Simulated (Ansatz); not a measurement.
Zr:
```
Zr
1.0
    3.24663     0.00000     0.00000
   -1.62331     2.81166     0.00000
    0.00000     0.00000     5.15184
Zr
2
Cartesian
  0.00000   1.87444   3.86388
  1.62331   0.93722   1.28796
```

Relaxed with r²SCAN. Special points in fractions of this cell's reciprocal vectors: Γ (0.000, 0.000, 0.000); M (0.500, 0.000, 0.000); K (0.333, 0.333, 0.000); A (0.000, 0.000, 0.500); L (0.500, 0.000, 0.500); H (0.333, 0.333, 0.500).

List the band energies nearest the Fermi level at these points for r²SCAN with spin–orbit coupling (plane waves, PAW; program Ansatz).

In eV from the Fermi level; about four levels below and three above (degenerate sets whole), none deeper than 8.9 eV; points with the same levels are listed once.

| k | below | above |
|---|---|---|
| Γ | -5.99 -5.99 -3.18 -3.18 | 0.91 0.91 1.01 1.01 |
| M | -2.24 -2.24 -0.41 -0.41 | 0.65 0.65 0.85 0.85 |
| K | -1.48 -1.48 -1.26 -1.26 | 0.30 0.30 0.34 0.34 |
| A | -4.20 -4.20 -4.20 -4.20 | 0.03 0.03 0.03 0.03 |
| L | -1.08 -1.08 -1.08 -1.08 | 1.53 1.53 1.53 1.53 |
| H | -0.18 -0.18 -0.12 -0.12 | 2.20 2.20 2.27 2.27 |

Space group P6_3/mmc (hcp (Mg type)). The cell was relaxed with r²SCAN under the symmetry of its start; of distortions, only those at the zone centre were tested. The run is not spin-polarised.

Potentials: the later of the program's two PAW sets.
